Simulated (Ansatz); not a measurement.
K2MgH4 in space group I4/mmm (No. 139; K on 4e, Mg on 2a, H on 4c, H on 4e), the program Ansatz at the r²SCAN level (PAW). The conduction-band minimum lies on the Γ–X line, 57 % of the way from Γ, with 4 equivalent valleys. Second derivatives d²E/dk² of the lowest band at one valley (eV·Å²), along Cartesian directions:

```tsv
direction	d²E/dk²
[100]	16.78
[010]	16.78
[001]	15.13
[110]	14.13
[101]	15.95
[011]	15.95
```

Find the principal effective masses, the density-of-states mass and the conductivity mass.

Off-diagonal terms follow from H_xy = H[110] − (H_xx + H_yy)/2, and m*/mₑ = 7.620 eV·Å² over each eigenvalue: 0.39, 0.50, 0.54. One valley's DOS mass (m₁m₂m₃)^(1/3) = 0.47, conductivity mass 3/(Σ 1/mᵢ) = 0.47 mₑ.

What effective density of states Nc follows at 300 K for parabolic valleys?

Nc = 2.509e19 × 4 × (0.47)^(3/2) ≈ 3.2e19 cm⁻³.

The first step of the workflow began from a Materials Project structure, measured or hypothetical; the Crystallography Open Database files this formula in space group No. 139, but the cells were not matched. Whether it is the stable phase at ambient conditions was not checked. The r²SCAN relaxation kept the symmetry of its start; whether a distortion lowers the energy is not shown.

Potentials: the later of the program's two PAW sets.

Edges and masses are those of Kohn–Sham bands, whose gap is no quasiparticle gap.
